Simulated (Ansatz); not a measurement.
Relaxed-ion elastic tensor of MgSc$_{2}$S$_{4}$ (spinel, Fd-3m) in GPa (Voigt order), PBEsol (plane waves, PAW; program Ansatz); density 2.72 g/cm³, 21.15 Å³ per atom.

|  | 1 | 2 | 3 | 4 | 5 | 6 |
|---|---|---|---|---|---|---|
| 1 | 94.5 | 65.1 | 65.1 | 0.0 | 0.0 | 0.0 |
| 2 | 65.1 | 94.5 | 65.1 | 0.0 | 0.0 | 0.0 |
| 3 | 65.1 | 65.1 | 94.5 | 0.0 | 0.0 | 0.0 |
| 4 | 0.0 | 0.0 | 0.0 | 35.3 | 0.0 | 0.0 |
| 5 | 0.0 | 0.0 | 0.0 | 0.0 | 35.3 | 0.0 |
| 6 | 0.0 | 0.0 | 0.0 | 0.0 | 0.0 | 35.3 |

Is the crystal mechanically stable?

Yes: the smallest eigenvalue of C is 29.3 GPa.

Work out the Voigt, Reuss and Hill averages.

K_V = 74.9, K_R = 74.9, K_H = 74.9; G_V = 27.0, G_R = 22.6, G_H = 24.8 GPa.

Give Young's modulus, Poisson's ratio, Pugh's ratio and the universal anisotropy index.

E = 9KG/(3K + G) = 67.0 GPa; ν = 0.35; K/G = 3.02 (ductile by the Pugh limit of 1.75); A_U = 5G_V/G_R + K_V/K_R − 6 = 0.99.

Estimate the sound speeds and the Debye temperature.

v_l = √((K + 4G/3)/ρ) = 6300 m/s, v_t = √(G/ρ) = 3020 m/s, mean 3400 m/s; Θ = (h/k)(3n/4πV)^(1/3) v_m = 366 K.

Give the Zener ratio and Young's modulus along [100], [110] and [111].

A = 2C44/(C11 − C12) = 2.41; 1/E = S11 − 2(S11 − S12 − S44/2)Γ with Γ = 0, 1/4, 1/3 gives 41.3, 70.2, 91.5 GPa.

Solve the Christoffel equation for the three sound speeds along [100], [110], [111].

Eigenvalues of C_ijkl n_j n_l equal ρv². In km/s, slowest first: [100] 3.60, 3.60, 5.89; [110] 2.32, 3.60, 6.51; [111] 2.81, 2.81, 6.70.

The workflow started from a Materials Project entry (that database holds measured and hypothetical structures alike); the Crystallography Open Database files this formula in space group No. 227, but the cells were not matched. Whether it is the stable phase at ambient conditions was not checked. The PBEsol relaxation kept the symmetry of its start; its stability against distortions is not shown here. No spin polarisation was allowed.

Potentials: the later of the program's two PAW sets.
